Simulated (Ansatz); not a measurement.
**From the elastic tensor of SiB$_{5}$C to moduli and sound speeds**

The calculation used Ansatz 0.2.0, DFT PBE, scalar-relativistic, plane waves, PAW. Settings: 420 eV plane-wave cutoff, Γ-centred 6×6×6 mesh, fixed occupations. No spin polarisation.

Space group C2/m (No. 12), monoclinic, a = 8.554 Å, b = 6.110 Å, c = 5.271 Å, β = 115.8°. Around Si lie 1 C at 1.90 Å, 2 B at 1.98 Å and 1 Si at 2.32 Å; B on a site of symmetry 1 is surrounded by 1 C at 1.74 Å and 5 B at 1.77–1.89 Å; B on a site of symmetry m has 5 B at 1.76–1.85 Å and 1 C at 1.79 Å; B on a second site of symmetry 1 has 1 C at 1.69 Å, 4 B at 1.76–1.79 Å and 1 Si at 1.98 Å; C is surrounded by 5 B at 1.69–1.79 Å and 1 Si at 1.90 Å.

The structure comes from a proposed guess, relaxed at this level; another structure or a mixture of phases may lie lower.

Relaxed-ion constants (GPa, on the Cartesian axes of the calculation):
C11 = 394.3, C12 = 76.7, C13 = 71.5, C15 = 16.4, C22 = 457.1, C23 = 101.7, C25 = 0.2, C33 = 444.3, C35 = 21.6, C44 = 188.1, C46 = 0.3, C55 = 183.9, C66 = 171.7 GPa; the others vanish.

Density 2.522 g/cm³; 14 atoms in 123.98 Å³.

With S = C⁻¹: B_V = (C11+C22+C33+2(C12+C13+C23))/9, G_V = (C11+C22+C33−C12−C13−C23+3(C44+C55+C66))/15, 1/B_R = S11+S22+S33+2(S12+S13+S23), 15/G_R = 4(S11+S22+S33−S12−S13−S23)+3(S44+S55+S66); Hill is their mean. Then v_l = √((B+4G/3)/ρ), v_t = √(G/ρ), v_m = [(2/v_t³+1/v_l³)/3]^(−1/3) and Θ = (ħ/k_B)·v_m·(6π²n/V)^(1/3) for n atoms in the volume V; E = 9BG/(3B+G), ν = (3B−2G)/(2(3B+G)) and A^U = 5G_V/G_R + B_V/B_R − 6.

```json
{
  "Bulk modulus, Voigt / Reuss / Hill": "199.5 / 197.0 / 198.2 GPa",
  "Shear modulus, Voigt / Reuss / Hill": "178.5 / 177.5 / 178.0 GPa",
  "Young's modulus": "411 GPa",
  "Poisson ratio": "0.154",
  "Pugh ratio B/G": "1.11 (under 1.75, the rule of thumb for brittle)",
  "Universal anisotropy index": "0.04",
  "Longitudinal and transverse sound speeds": "13142 and 8401 m/s",
  "Debye temperature from the mean sound speed": "1328 K"
}
```
